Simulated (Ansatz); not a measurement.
Be (hcp, Mg type)

```
Be
1.0
    2.25685     0.00000     0.00000
   -1.12842     1.95449     0.00000
    0.00000     0.00000     3.55250
Be
2
Direct
  0.33333   0.66667   0.75000
  0.66667   0.33333   0.25000
```

This relaxed cell (volume V₀) is scaled evenly in all directions, its shape held. Symmetry pins the atoms to their sites.

These are PBEsol (plane waves to 420 eV, PAW, scalar-relativistic; Ansatz, an electronic-structure program) values and carry that method's errors. k mesh 23×23×13 (Γ-centred), Fermi-Dirac smearing 0.05 eV. Energies are smeared free energies. Stress and pressure are positive under compression. With the shape held, the modulus is that of even scaling; a crystal free to change shape is softer. Be was relaxed with its symmetry unable to fall. The PAW data are Ansatz's earlier set. The zero of ΔE is the relaxed starting cell. The last digit holds for this mesh only.

```tsv
V (Å³/atom)	ΔE (meV/atom)
7.051	35.3
7.247	19.1
7.443	8.2
7.639	2.0
7.835	0.0
8.031	1.8
8.227	7.1
8.423	15.4
8.618	withheld
```

Question: Fit a third-order Birch-Murnaghan form (E₀, V₀, B₀, B₀′ free) to the given rows and predict ΔE at V = 8.618.

Answer: Least squares on the 8 given rows: ΔE = E₀ + (9V₀B₀/16)·y²·[2 + (B₀′ − 4)y], y = (V₀/V)^(2/3) − 1, with V₀ = 7.835 Å³/atom, B₀ = 124.2 GPa (160.2 GPa = 1 eV/Å³; the term in eV is multiplied by 1000), B₀′ = 3.25, E₀ = 0.00 meV/atom; root-mean-square residual 0.03 meV/atom. At 8.618 the fit gives 26.5 meV/atom; the calculation gives 26.5 meV/atom, the same to the digits shown. For the pressure the fit gives -10.1 GPa against the computed -10.1 GPa.

(Under strain, the slope of the energy per volume gives the stress and its curvature an elastic modulus.)
